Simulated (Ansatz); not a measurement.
TiN:
```
TiN
1.0
    0.00000     2.11618     2.11618
    2.11618     0.00000     2.11618
    2.11618     2.11618     0.00000
N Ti
1 1
Cartesian
  0.00000   0.00000   0.00000
  2.11618   2.11618   2.11618
```

Relaxed with r²SCAN.

Q: Map the electron localisation function on the plane through (0.000, 0.000, 0.000) spanned by u = [1, 0, 0] and v = [0, 1, -1] in lattice vectors, from plane-wave PAW r²SCAN (Ansatz code).

A: x is the fraction of u, y of v (the angle between them is 90°; rows are the nearest grid lines); atoms in the plane: N at (0.00, 0.00), Ti at (0.50, 0.50).
```
|01799852125899710|
|13899742124799831|
|78998521012589987|
|99995211111259999|
|99852135653125899|
|87521367876312578|
|54213676567631245|
|22115762026751122|
|11016850005861011|
|22115762026751122|
|54213676567631245|
|87521367876312578|
|99852135653125899|
|99995211111259999|
|78998521012589987|
|13899742124799831|
|01799852125899710|
```
Scale: ten equal steps from 0.006 (start of '0') to 0.811 (end of '9'), in the order '0123456789'; x runs from 0.000 to 1.00, y from 0.000 (bottom) to 1.00 (top).

The density is the valence pseudo-density with augmentation charge, so density and ELF within about 1 Å of a nucleus are not all-electron values.

Space group Fm-3m (rock salt). The r²SCAN relaxation kept the symmetry of its start; of distortions, only those at the zone centre were tested. The run is not spin-polarised.

Potentials: the later of the program's two PAW sets.
